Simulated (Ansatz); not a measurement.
K2ICl as one 4-atom ordering (R-3m) on the rocksalt lattice, relaxed with r2SCAN: 6 runs in Ansatz, each a construction of maximally localised Wannier functions. Space group R-3m (No. 166), trigonal; conventional cell a = 4.715 Å, c = 23.291 Å, 37.37 Å³ an atom. Around Cl lie 6 K at 3.21 Å; around I lie 6 K at 3.48 Å; around K lie 3 Cl at 3.21 Å and 3 I at 3.48 Å. The structure was generated, not taken from experiment, and needn't be the ground state; spin polarisation is off.

```
Cl I K
1.0
     2.35742    1.36106    7.76360
    -2.35742    1.36106    7.76360
     0.00000   -2.72212    7.76360
Cl I K
1 1 2
Direct
  0.00000 0.00000 0.00000
  0.50000 0.50000 0.50000
  0.25994 0.25994 0.25994
  0.74006 0.74006 0.74006
```

Windows count from the top of the filled bands; a dash means that no such window was set (without an outer window there is no disentanglement).

```json
{"functional": "PBE", "SCF mesh": "6×6×6", "trial orbitals": "Cl p, I p", "functions": "6", "mesh": "4×4×4", "window (eV)": "–", "frozen (eV)": "–", "Ω total (Å²)": "11.04", "Ω invariant (Å²)": "11.00", "largest spread (Å²)": "2.32", "least projectability": "0.98", "interpolation miss of the model's filled bands (eV, to the nearest computed level)": "0.011"}
{"functional": "r2SCAN", "SCF mesh": "6×6×6", "trial orbitals": "Cl s, Cl p, I s, I p", "functions": "8", "mesh": "4×4×4", "window (eV)": "–", "frozen (eV)": "–", "Ω total (Å²)": "12.31", "Ω invariant (Å²)": "10.38", "largest spread (Å²)": "1.84", "least projectability": "0.86", "interpolation miss of the model's filled bands (eV, to the nearest computed level)": "0.009"}
{"functional": "r2SCAN", "SCF mesh": "6×6×6", "trial orbitals": "Cl p, I p", "functions": "6", "mesh": "4×4×4", "window (eV)": "–", "frozen (eV)": "–", "Ω total (Å²)": "10.87", "Ω invariant (Å²)": "10.83", "largest spread (Å²)": "2.29", "least projectability": "0.98", "interpolation miss of the model's filled bands (eV, to the nearest computed level)": "0.009"}
{"functional": "HSE06", "SCF mesh": "4×4×4", "trial orbitals": "Cl s, Cl p, I s, I p", "functions": "8", "mesh": "4×4×4", "window (eV)": "–", "frozen (eV)": "–", "Ω total (Å²)": "12.20", "Ω invariant (Å²)": "10.27", "largest spread (Å²)": "1.83", "least projectability": "0.87", "interpolation miss of the model's filled bands (eV, to the nearest computed level)": "–"}
```

Problem. Estimate from these rows what the further settings give.
```csv
functional,SCF mesh,trial orbitals,functions,mesh,window (eV),frozen (eV)
PBE,6×6×6,"Cl s, Cl p, I s, I p",8,6×6×6,–,–
PBE,6×6×6,"Cl s, Cl p, I s, I p",8,4×4×4,–,–
```

Solution.
```json
{"functional": "PBE", "SCF mesh": "6×6×6", "trial orbitals": "Cl s, Cl p, I s, I p", "functions": "8", "mesh": "6×6×6", "window (eV)": "–", "frozen (eV)": "–", "Ω total (Å²)": "13.11", "Ω invariant (Å²)": "11.21", "largest spread (Å²)": "1.91", "least projectability": "0.84", "interpolation miss of the model's filled bands (eV, to the nearest computed level)": "0.002"}
{"functional": "PBE", "SCF mesh": "6×6×6", "trial orbitals": "Cl s, Cl p, I s, I p", "functions": "8", "mesh": "4×4×4", "window (eV)": "–", "frozen (eV)": "–", "Ω total (Å²)": "12.70", "Ω invariant (Å²)": "10.82", "largest spread (Å²)": "1.86", "least projectability": "0.84", "interpolation miss of the model's filled bands (eV, to the nearest computed level)": "0.011"}
```

For Cl s, Cl p, I s, I p with PBE the spread goes 12.70 Å² (4×4×4), 13.11 Å² (6×6×6): finite differences on a coarse mesh understate it.

Spin-orbit coupling is left out, which matters wherever the heavy atoms make up the band edges.
